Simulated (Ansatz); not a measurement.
La (bcc (W type), space group No. 229) at seven volumes, plane-wave PAW r²SCAN (Ansatz code), scaled uniformly. One row is withheld.

```json
[
 {"V (Å³/atom)": "34.805", "P (GPa)": "2.66"},
 {"V (Å³/atom)": "35.953", "P (GPa)": "1.67"},
 {"V (Å³/atom)": "37.100", "P (GPa)": "?"},
 {"V (Å³/atom)": "38.248", "P (GPa)": "0.00"},
 {"V (Å³/atom)": "39.395", "P (GPa)": "-0.71"},
 {"V (Å³/atom)": "40.542", "P (GPa)": "-1.34"},
 {"V (Å³/atom)": "41.690", "P (GPa)": "-1.92"}
]
```

Q: Fit the shown pressures and predict the withheld one.

A: Third-order Birch–Murnaghan: P = (3/2)B₀(x^(7/2) − x^(5/2))[1 + (3/4)(B′ − 4)(x − 1)] with x = (V₀/V)^(2/3). Least squares on the six rows gives V₀ = 38.248 Å³/atom, B₀ = 24.98 GPa, B′ = 2.64. At V = 37.100, x = 1.0205 and P = 0.79 GPa. The run itself gave 0.79 GPa.

Space group Im-3m (bcc (W type)). The cell is a constructed one: a structure type filled with these elements; the Crystallography Open Database copy checked does not list it. It is not the phase usual at ambient conditions (space group No. 194). The cell was relaxed with r²SCAN under the symmetry of its start. At this level the phase is mechanically unstable. Scalar-relativistic: spin–orbit coupling is off unless named, which matters more the heavier the elements.

Potentials: the later of the program's two PAW sets.
